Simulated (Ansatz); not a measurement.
Values for one crystal, relaxed and computed with PBEsol (plane waves, PAW; program Ansatz); other levels are named.

| Quantity | Value |
|---|---|
| Volume per atom | 16.93 Å³ |
| Electronic character | metallic (no gap) |
| Young's modulus | 101 GPa |
| Hill bulk and shear moduli | 147 and 36.4 GPa |
| Poisson's ratio | 0.39 |
| Bulk modulus (Birch–Murnaghan fit) | 147 GPa |
| Gap with spin–orbit coupling | none (metallic) |

Pick the material that matches.
A. TiNi, P2_1/m (Ti on 2e, Ni on 2e)
B. TiNb, Cmmm (Ti on 2c, Nb on 2a)
C. TiCo3, Cu3Au type
D. TiRu, CsCl type

B, TiNb, Cmmm (Ti on 2c, Nb on 2a)

The first step of the workflow began from a Materials Project structure, measured or hypothetical; the Crystallography Open Database copy checked does not list it. With Ti and Nb taken as one species the cell has the higher symmetry Im-3m, so it may be an ordered model of a mixed-site phase. Its standing as an ambient phase is unchecked. Symmetry was held in the PBEsol relaxation; whether a distortion lowers the energy is not shown. No spin polarisation was allowed. As this level gives no gap, shear constants depend on the k-mesh and smearing (Fermi–Dirac, 0.1 eV here). On the denser mesh and wider smearing of the elastic run this cell carries a stress of 0.4 GPa. Scalar-relativistic: spin–orbit coupling is off unless named, which matters more the heavier the elements.

Potentials: the later of the program's two PAW sets.
